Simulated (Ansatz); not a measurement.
Slab of diamond Sn (110), 2 layers

The slab is cut from the diamond crystal, which needn't be the stable phase, as relaxed on PAW files (36.86 Å³/atom), with 16 Å of vacuum and a dipole correction:

```yaml
crystal:
  lattice:
    - [4.70646, 0.00000, 0.00000]
    - [0.00000, 6.65595, 0.00000]
    - [0.00000, 0.00000, 18.35320]
  atoms:
    - { symbol: Sn, position: [0.00000, 0.37500, 0.43589] }
    - { symbol: Sn, position: [0.50000, 0.12500, 0.43589] }
    - { symbol: Sn, position: [0.50000, 0.87500, 0.56411] }
    - { symbol: Sn, position: [0.00000, 0.62500, 0.56411] }
```

All numbers are PBE results (scalar-relativistic) from Ansatz 0.2.0, with a Γ-centred 7×5×1 k mesh, Fermi–Dirac smearing of 0.02 eV, no spin polarisation. Methods: LAPW: all electrons, basis error target 1 meV/atom; PAW: frozen-core files, cutoff 420 eV.

The bulk energy comes from a cell in the slab's orientation on a 7×5×7 mesh. The surface energy is (E(slab) − N·E(bulk))/2A at zero smearing, the mean of both faces; thin slabs carry quantum-size effects.

Spin–orbit coupling is left out, which matters for the heavy atoms. Real surfaces of this kind reconstruct, which a 1×1 cell forbids.

Question: As cut, the LAPW slab lies 2.202 eV above 4 atoms of bulk. What surface energy is that?

Answer: Over two faces of 31.33 Å² it is 35.1 meV/Å², and times 16.02 J/m² per eV/Å² that gives γ = 0.563 J/m².

Question: What do relaxation and the other method give?

Answer: 

```
method  γ as cut (J/m²)  γ relaxed (J/m²)
  LAPW            0.563             0.557
   PAW            0.563             0.557
```

Question: How do the spacings between the planes relax?

Answer: From the bottom face up: d12 -4.5 % of 2.353 Å.

Question: Where do the band edges lie?

Answer: On the k mesh: gap 0.27 eV, valence top 4.36 eV below the vacuum level.

Question: What changes if the images along the normal are cut off in place of the dipole correction?

Answer: LAPW then gives: gap 0.27 eV, valence top 4.36 eV below the vacuum level; PAW: gap 0.27 eV, valence top 4.36 eV below the vacuum level.
